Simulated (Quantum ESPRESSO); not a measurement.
# Kohn-Sham bands of AlAs (wurtzite)

```
CELL_PARAMETERS angstrom
      4.00239     0.00000     0.00000
     -2.00119     3.46617     0.00000
      0.00000     0.00000     6.57780
ATOMIC_POSITIONS crystal
  Al 0.33333 0.66667 0.00068
  Al 0.66667 0.33333 0.50068
  As 0.33333 0.66667 0.37532
  As 0.66667 0.33333 0.87532
```

Structure: Materials Project mp-8881, symmetrised, not relaxed again. Not found in the COD (Crystallography Open Database) copy used, which has the formula in other groups; not checked further. Computed values, not measurements, from PBEsol: Quantum ESPRESSO (norm-conserving PseudoDojo potentials, cutoff 68 Ry, spinors with spin-orbit coupling) on a Γ-centred 6×6×4 mesh, then Wannier90. Density: 12×12×6 mesh, cold smearing 0.01 Ry.

Energies are relative to the valence-band maximum; weights are on the orthonormalised atomic waves of the pseudopotential files, averaged over the group. 36 electrons a cell are treated as valence.

Problem. Into which isolated groups do the bands fall, where do they lie and what are they made of?

Solution. 
```tsv
bands	from (eV)	to (eV)	filling	weight on atomic waves
1–8	-35.13	-35.12	filled	As 3d 100 %
9–20	-34.41	-34.39	filled	As 3d 100 %
21–24	-12.07	-10.08	filled	As 4s 63 %, Al 3p 24 %, Al 3s 10 %
25–36	-5.79	0.00	filled	As 4p 64 %, Al 3p 22 %, Al 3s 11 %
```

The Kohn-Sham gap over both meshes and the path is 1.53 eV.
